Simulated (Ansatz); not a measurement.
Level: PBE, no spin polarisation; 420 eV; 5×5×9 Γ-centred mesh; fermi-dirac occupations (width 0.1 eV); Ansatz 0.2.0, fixed geometry.

Computed maps in the lattice plane spanned by b (left to right, 7.62 Å, 23 points from zero) and c (bottom to top, 3.79 Å, 11 points from zero), 90° apart, at height 0.000 along a. The fields are smooth PAW ones with compensation charges, not the true ones near nuclei.

Valence density. Digits on a logarithmic scale: 0 up to 0.03 e/Å³, each further digit a factor of 1.6, 9 from 1.3 e/Å³ up:
```
55589999954444444444555
66679999644445554445556
98766776444468986555678
99975544444699999655699
99975444344799999755799
99975444344799999755799
99975544444699999655699
98766776444468986555678
66679999644445554445556
55589999954444444444555
55699999964444444444455
```

ELF. Ten even steps from '0' (0.10) to '9' (0.85):
```
43039999501321135653234
23214786102100001455433
33221110011013431145323
87423101230169995034247
98623434430289998123268
98623434430289998123268
87423101230169995034247
33221110011013431145323
23214786102100001455433
43039999501321135653234
53049999601333356642124
```

The cell is Hf6Hg2Rh. Which atoms lie within 0.2 Å of this plane, and where (fractions of b and c)?

Hf at (0.24, 0.00), Hf at (0.61, 0.50), Rh at (0.00, 0.50). The whole cell:
```
Hf Rh Hg
1.0
     3.80975    6.59868    0.00000
    -3.80975    6.59868    0.00000
     0.00000    0.00000    3.78892
Hf Rh Hg
6 1 2
Direct
  0.24200 0.75800 0.00000
  0.75800 0.00000 0.00000
  0.00000 0.24200 0.00000
  0.60680 0.39320 0.50000
  0.39320 0.00000 0.50000
  0.00000 0.60680 0.50000
  0.00000 0.00000 0.50000
  0.33330 0.33340 0.00000
  0.66670 0.66660 0.00000
```

Origin: a known structure type with other elements, at an estimated volume, so it need not be a known compound. Caveats: many states at the Fermi level without spin polarisation, so a magnetic state may lie lower.
